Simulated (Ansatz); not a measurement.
Te7Pd20:
```cif
data_Pd60Te21
_chemical_formula_sum 'Te21 Pd60'
_space_group_name_H-M_alt 'R-3 :H'
_space_group_IT_number 148
_space_group_name_Hall '-R 3'
_cell_length_a 11.96015
_cell_length_b 11.96015
_cell_length_c 11.25203
_cell_angle_alpha 90.000
_cell_angle_beta 90.000
_cell_angle_gamma 120.000
loop_
_atom_site_label
_atom_site_type_symbol
_atom_site_symmetry_multiplicity
_atom_site_Wyckoff_symbol
_atom_site_fract_x
_atom_site_fract_y
_atom_site_fract_z
_atom_site_occupancy
Te1 Te 3 a 0.00000 0.00000 0.00000 1
Te2 Te 18 f 0.43537 0.13515 0.01879 1
Pd1 Pd 6 c 0.00000 0.00000 0.37854 1
Pd2 Pd 18 f 0.03449 0.17185 0.17927 1
Pd3 Pd 18 f 0.26373 0.20895 0.06722 1
Pd4 Pd 18 f 0.10703 0.43726 0.12060 1
```
(The calculation used a cell of 27 atoms; values per cell refer to that cell.)

Relaxed with r²SCAN.

Task: Which orbitals make up the states near the Fermi level in r²SCAN in the plane-wave PAW code Ansatz?

Result: Within 0.5 eV of the Fermi level: Pd 4d 57 %, Te 5p 31 %, outside the projected shells 10 %. Projections are on Löwdin-orthogonalised atomic valence shells; empty p or d shells of many metals are not among them.

Task: Tabulate the density of states.

Result: States/eV per cell of 27 atoms, in 0.25 eV bins, energy from the Fermi level.

| E (eV) | total | Pd 4d | Te 5p | Te 5s |
|---|---|---|---|---|
| -7.85 | 0.00 | 0.00 | 0.00 | 0.00 |
| -7.60 | 0.00 | 0.00 | 0.00 | 0.00 |
| -7.35 | 0.00 | 0.00 | 0.00 | 0.00 |
| -7.10 | 6.78 | 1.65 | 4.76 | 0.00 |
| -6.85 | 24.36 | 6.86 | 16.24 | 0.03 |
| -6.60 | 19.32 | 5.95 | 12.44 | 0.02 |
| -6.35 | 9.71 | 3.72 | 5.63 | 0.01 |
| -6.10 | 25.69 | 12.12 | 12.97 | 0.02 |
| -5.85 | 31.25 | 15.66 | 15.05 | 0.03 |
| -5.60 | 26.86 | 13.03 | 13.37 | 0.03 |
| -5.35 | 21.87 | 10.48 | 10.93 | 0.04 |
| -5.10 | 2.15 | 1.01 | 1.09 | 0.01 |
| -4.85 | 0.00 | 0.00 | 0.00 | 0.00 |
| -4.60 | 0.18 | 0.17 | 0.00 | 0.00 |
| -4.35 | 33.12 | 31.68 | 0.52 | 0.12 |
| -4.10 | 51.09 | 48.47 | 1.31 | 0.17 |
| -3.85 | 51.70 | 48.76 | 1.47 | 0.21 |
| -3.60 | 48.57 | 45.71 | 1.37 | 0.31 |
| -3.35 | 51.18 | 48.22 | 1.50 | 0.31 |
| -3.10 | 53.73 | 50.44 | 1.77 | 0.27 |
| -2.85 | 53.59 | 50.01 | 1.88 | 0.34 |
| -2.60 | 50.88 | 47.71 | 1.72 | 0.26 |
| -2.35 | 53.67 | 50.86 | 1.47 | 0.25 |
| -2.10 | 49.00 | 46.46 | 1.30 | 0.25 |
| -1.85 | 49.94 | 47.25 | 1.41 | 0.32 |
| -1.60 | 50.68 | 47.76 | 1.70 | 0.37 |
| -1.35 | 48.76 | 45.25 | 2.19 | 0.40 |
| -1.10 | 34.98 | 30.45 | 3.05 | 0.46 |
| -0.85 | 22.18 | 17.30 | 3.45 | 0.36 |
| -0.60 | 17.94 | 12.41 | 3.79 | 0.41 |
| -0.35 | 9.88 | 6.27 | 2.52 | 0.24 |
| -0.10 | 13.79 | 7.93 | 4.13 | 0.31 |
| 0.15 | 10.37 | 5.51 | 3.46 | 0.21 |
| 0.40 | 9.75 | 4.86 | 3.72 | 0.15 |
| 0.65 | 11.09 | 5.24 | 4.54 | 0.13 |
| 0.90 | 10.98 | 4.97 | 4.93 | 0.07 |
| 1.15 | 8.98 | 3.87 | 4.25 | 0.04 |
| 1.40 | 4.55 | 1.72 | 2.03 | 0.02 |
| 1.65 | 5.01 | 0.92 | 0.87 | 0.06 |
| 1.90 | 5.89 | 0.86 | 0.75 | 0.07 |
| 2.15 | 5.67 | 0.68 | 0.55 | 0.06 |
| 2.40 | 9.31 | 0.93 | 0.71 | 0.10 |
| 2.65 | 9.29 | 0.80 | 0.60 | 0.09 |
| 2.90 | 7.51 | 0.59 | 0.45 | 0.07 |
| 3.15 | 6.54 | 0.47 | 0.38 | 0.05 |
| 3.40 | 6.63 | 0.45 | 0.40 | 0.04 |
| 3.65 | 5.90 | 0.34 | 0.29 | 0.02 |
| 3.90 | 9.48 | 0.50 | 0.46 | 0.02 |
| 4.15 | 10.48 | 0.50 | 0.48 | 0.02 |
| 4.40 | 11.69 | 0.53 | 0.55 | 0.02 |
| 4.65 | 11.32 | 0.46 | 0.51 | 0.01 |

The first step of the workflow began from a Materials Project structure, measured or hypothetical; the Crystallography Open Database copy checked does not list it. Its standing as an ambient phase is unchecked. The cell was relaxed with r²SCAN under the symmetry of its start; whether a distortion lowers the energy is not shown. The run is not spin-polarised. Scalar-relativistic: spin–orbit coupling is off unless named, which matters more the heavier the elements.

Potentials: the later of the program's two PAW sets.
